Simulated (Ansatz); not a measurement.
PbSe:
```yaml
crystal:
  lattice:
    - [0.00000, 3.44997, 3.44997]
    - [3.44997, 0.00000, 3.44997]
    - [3.44997, 3.44997, 0.00000]
  atoms:
    - { symbol: Se, position: [0.75000, 0.75000, 0.75000] }
    - { symbol: Pb, position: [0.00000, 0.00000, 0.00000] }
```

Relaxed with PBE. Special points in fractions of this cell's reciprocal vectors: Γ (0.000, 0.000, 0.000); X (0.500, 0.000, 0.500); U (0.625, 0.250, 0.625); K (0.375, 0.375, 0.750); L (0.500, 0.500, 0.500); W (0.500, 0.250, 0.750).

List the band energies nearest the valence-band maximum at these points for PBE in the plane-wave PAW code Ansatz.

In eV from the valence-band maximum; about four levels below and three above (degenerate sets whole), none deeper than 8.9 eV; points with the same levels are listed once.

```csv
k,below,above
Γ,-6.44 -1.57 -1.57 -1.57,2.12 2.12 2.12
X,-8.17 -2.75 -2.75 -0.50,0.67 4.76 4.76
U,-8.13 -3.15 -2.56 -0.37,1.68 3.88 4.13
L,-7.83 -2.08 -2.08 -1.96,2.86 2.86 3.58
W,-8.16 -3.00 -2.95 0.00,2.13 2.76 4.48
```

Space group F-43m (zinc blende). A made-up cell: these elements were put on the sites of a structure type; neither database checked (COD, Materials Project) lists it. It is not the phase usual at ambient conditions (space group No. 225). The cell was relaxed with PBE under the symmetry of its start; whether a distortion lowers the energy is not shown. Spin–orbit coupling is left out wherever it is not named.

Potentials: the later of the program's two PAW sets.
